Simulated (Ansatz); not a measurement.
## Property card for BAs

BAs:
```
CELL_PARAMETERS angstrom
      3.36464     0.00000     0.00000
     -1.68232     2.91386     0.00000
      0.00000     0.00000     5.57364
ATOMIC_POSITIONS crystal
  B  0.33333 0.66667 0.37458
  B  0.66667 0.33333 0.87458
  As 0.33333 0.66667 0.00042
  As 0.66667 0.33333 0.50042
```

Space group P6_3mc (No. 186), wurtzite; conventional cell a = b = 3.3646 Å, c = 5.5736 Å, α = β = 90.00°, γ = 120.00°.

Method: DFT-r²SCAN in the program Ansatz with PAW potentials. The cell and atoms are relaxed at this level. Other levels are named where they apply.

**Cell and energy**

```yaml
volume_per_atom: 13.66 Å³
density: 5.21 g/cm³
```

**Electronic structure**

```yaml
band_gap: 1.33 eV (indirect)
valence_band_maximum: at Γ
conduction_band_minimum: at M (3 equivalent valleys)
smallest_direct_gap_on_the_standard_path: 2.43 eV
electron_effective_mass: 0.12, 1.2, 1.4 mₑ (principal values)
Electron effective mass with spin–orbit coupling: 0.12, 1.2, 1.4 mₑ (principal values)
Hole effective mass, band 1 of 2 at the edge: 0.50 along x, 0.49 along z (mₑ)
Hole effective mass, band 2 of 2 at the edge: 0.15 along x, 0.49 along z (mₑ)
Hole effective mass with spin–orbit coupling: 0.23, 0.23, 0.50 mₑ (principal values)
HSE06 gap on the r²SCAN cell: 1.78 eV
Gap with spin–orbit coupling: 1.26 eV
```

**Mechanics**

```yaml
Bulk modulus (Birch–Murnaghan fit): 141 GPa
Pressure derivative B′: 4.1
Elastic constants (relaxed ions, GPa): C11 = 346, C12 = 53.7, C13 = 21.1, C33 = 389, C44 = 116
mechanical_stability: stable (all eigenvalues of C positive)
hill_bulk_and_shear_moduli: 141 and 139 GPa
Young's modulus: 314 GPa
Poisson's ratio: 0.13
debye_temperature_from_the_elastic_constants: 706 K
Piezoelectric stress constants (proper, relaxed ions, C/m²): e15 = e24 = -0.12, e31 = e32 = -0.17, e33 = 0.35
```

**Dielectric response**

```yaml
Electronic dielectric constant ε∞ (DFPT): 8.92 (xx = yy), 9.70 (zz)
Static dielectric constant ε0 (ions relaxed, cell fixed): 8.99 (xx = yy), 9.76 (zz)
Born charges (a third of the trace): B -0.39, As +0.39 e
Largest static χ(2) component: 21 pm/V
```

**Phonons**

```yaml
Highest zone-centre frequency (without LO–TO term): 708 cm⁻¹
zone_centre_stability: no imaginary mode at Γ
```

**Charges**

```yaml
bader_charges: B +0.21, As -0.21 e
```

The workflow started from a Materials Project entry (that database holds measured and hypothetical structures alike); the Crystallography Open Database copy checked does not list it. It is not the phase usual at ambient conditions (space group No. 216). The cell was relaxed with r²SCAN under the symmetry of its start. Signs of piezoelectric constants follow the polarity of the cell as given. Spin–orbit coupling is left out wherever it is not named.

Potentials: the earlier of the program's two PAW sets. The files were generated under PBE; for other functionals the program regenerates the frozen cores, and for LDA and PBEsol the local potential too.
